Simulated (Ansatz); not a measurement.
Computed with DFT PBE, scalar-relativistic, plane waves, PAW in Ansatz 0.2.0. Settings: cutoff 420 eV, Γ-centred meshes spaced at most about 0.3 Å⁻¹, and about 0.25 Å⁻¹ or finer for metals (2π included), Gaussian smearing. No spin polarisation in the final relaxations.

Each of these unrelaxed guesses is relaxed in cell and atoms within its symmetry. A guess keeps its type if space group and coordination stay and the shape of the cell changes little (axis ratios within about 15 %, angles within 6°); the volume may change.

1. La3Si2O

Space group Cmmm (No. 65). a = 6.871 Å, b = 9.756 Å, c = 4.804 Å, α = 90.00°, β = 90.00°, γ = 90.00°
```
atom  site  symmetry       x       y       z
  La    4e     ..2/m  0.2500  0.2500  0.0000
  La    2b       mmm  0.5000  0.0000  0.0000
  Si    4h       2mm  0.7713  0.0000  0.5000
   O    2c       mmm  0.5000  0.0000  0.5000
```

2. Al3B2P

Space group P-3m1 (No. 164). a = 3.423 Å, b = 3.423 Å, c = 8.312 Å, α = 90.00°, β = 90.00°, γ = 120.00°
| atom | site | symmetry | x | y | z |
| --- | --- | --- | --- | --- | --- |
| Al | 2d | 3m. | 0.3333 | 0.6667 | 0.1539 |
| Al | 1b | -3m. | 0.0000 | 0.0000 | 0.5000 |
| B | 2d | 3m. | 0.3333 | 0.6667 | 0.6735 |
| P | 1a | -3m. | 0.0000 | 0.0000 | 0.0000 |

3. Al3B2P

Space group P-6m2 (No. 187). a = 3.625 Å, b = 3.625 Å, c = 7.131 Å, α = 90.00°, β = 90.00°, γ = 120.00°
```json
{"atom": "Al", "site": "1f", "symmetry": "-6m2", "x": "0.6667", "y": "0.3333", "z": "0.5000"}
{"atom": "Al", "site": "1a", "symmetry": "-6m2", "x": "0.0000", "y": "0.0000", "z": "0.0000"}
{"atom": "Al", "site": "1b", "symmetry": "-6m2", "x": "0.0000", "y": "0.0000", "z": "0.5000"}
{"atom": "B", "site": "2h", "symmetry": "3m.", "x": "0.3333", "y": "0.6667", "z": "0.2428"}
{"atom": "P", "site": "1e", "symmetry": "-6m2", "x": "0.6667", "y": "0.3333", "z": "0.0000"}
```

Q: Which guesses survive the relaxation?

A: Guess 2 keeps its type.

```json
{"guess": "1", "kept": "no", "start group": "Cmmm", "end group": "Cmmm", "V start (Å³/atom)": "26.8", "V end": "39.6", "b/a and c/a, end over start": "1.39, 0.84", "nearest neighbours start": "La 2/6, O 2, Si 1", "nearest neighbours end": "La 2/4, O 4, Si 1"}
{"guess": "2", "kept": "yes", "start group": "P-3m1", "end group": "P-3m1", "V start (Å³/atom)": "14.1", "V end": "13.0", "b/a and c/a, end over start": "1.00, 0.98", "nearest neighbours start": "Al 6, B 6, P 6", "nearest neighbours end": "Al 6, B 6, P 6"}
{"guess": "3", "kept": "no", "start group": "P-6m2", "end group": "P-6m2", "V start (Å³/atom)": "13.5", "V end": "14.5", "b/a and c/a, end over start": "1.00, 0.63", "nearest neighbours start": "Al 3, B 12, P 3", "nearest neighbours end": "Al 5/11, B 1, P 5"}
```

Neighbours count within 15 % of an atom's shortest distance; end groups are read at 0.02 Å (0.05 Å in metals).

A magnetic state wasn't ruled out in cells without spin, among them La3Si2O Cmmm. Cells relaxed within their symmetry can be saddle points.

In counts of neighbours, a slash parts the counts of unlike sites.
